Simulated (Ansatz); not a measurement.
PbS: pressure against volume

PbS, Fm-3m, a = 5.936 Å. Ansatz: PBE+D3(BJ), PAW, 420 eV, Γ-centred 10×10×10 mesh on 2 atoms, Gaussian smearing 0.02 eV; no spin polarisation. Symmetry fixes shape and atoms, so the cell is only scaled; pressure is positive in compression.

```tsv
V (Å³/atom)	P (GPa)
23.006	9.43
23.790	6.45
24.575	4.00
25.359	1.82
26.143	-0.05
26.928	-1.63
27.712	?
28.758	-3.72
```

Q: Take V0 = 26.143 Å³/atom, count pressures from its P0 = -0.05 GPa, fit the third-order Birch–Murnaghan form to the other rows, and predict the missing pressure.

A: With the Eulerian strain f = ½[(V0/V)^(2/3) − 1] and y = (P − P0)/[3f(1 + 2f)^(5/2)], the form is the line y = B0 + 1.5 B0 (B0′ − 4) f. Rows (f, y): 0.04448, 57.4; 0.03245, 57.1; 0.02105, 57.9; 0.01025, 57.8; -0.00977, 56.6; -0.03079, 46.6. Means f = 0.01128, y = 55.567; Σ(Δf)² = 0.003860, ΣΔfΔy = 0.4693; the slope is their ratio. y = 54.20 + 121.6 f GPa, so B0 = 54.2 GPa and B0′ = 4 + 2 × (121.6)/(3 × 54.20) = 5.50. At V = 27.712, f = -0.01906, y = 51.88 and P = -2.74 GPa. The run gave -2.94 GPa, so the fit is 0.20 GPa too high, within the rms miss on the fitted rows (0.21 GPa). With a term in f² added B0′ becomes 6.07, so this figure hangs on the form.

In 2 of the 8 runs an atom lies near a switch of its D3 coefficient C6 between reference coordination numbers, so the dispersion energy changes steeply there and can bend the curve. Spin–orbit coupling is left out, which can shift energies with elements as heavy as these.